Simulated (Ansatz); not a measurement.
According to DFT-PBE in the program Ansatz with PAW potentials, Mn3SiN in the anti-perovskite structure (Pm-3m) relaxes to a = 3.719 Å. Si has 12 nearest neighbours from 2.63 Å (cuboctahedral); N has 6 nearest neighbours from 1.86 Å (octahedral). Against the elements it lies at -0.28 eV/atom, with no fitted shifts.

Electronic character: metallic (no gap). The magnetic state found is ferromagnetic. The net moment is 0.39 μB per atom.

An equation-of-state fit gives a bulk modulus of 247 GPa.

The start of the workflow was typed in or built on a structure type; neither database checked (COD, Materials Project) lists it. Whether it is the stable phase at ambient conditions was not checked. The PBE relaxation kept the symmetry of its start; whether a distortion lowers the energy is not shown. Spin order of the final state: ferromagnetic, chosen from 4 collinear starts compared on coarse meshes (ties went to the first, and starts can fall back to one state), not a proven ground state. The volume moved by -16 % from the start of the relaxation. No Hubbard U is applied. The references are the lowest solids computed at this level, not always the standard phases (solids in place of the gases).

Potentials: the earlier of the program's two PAW sets.
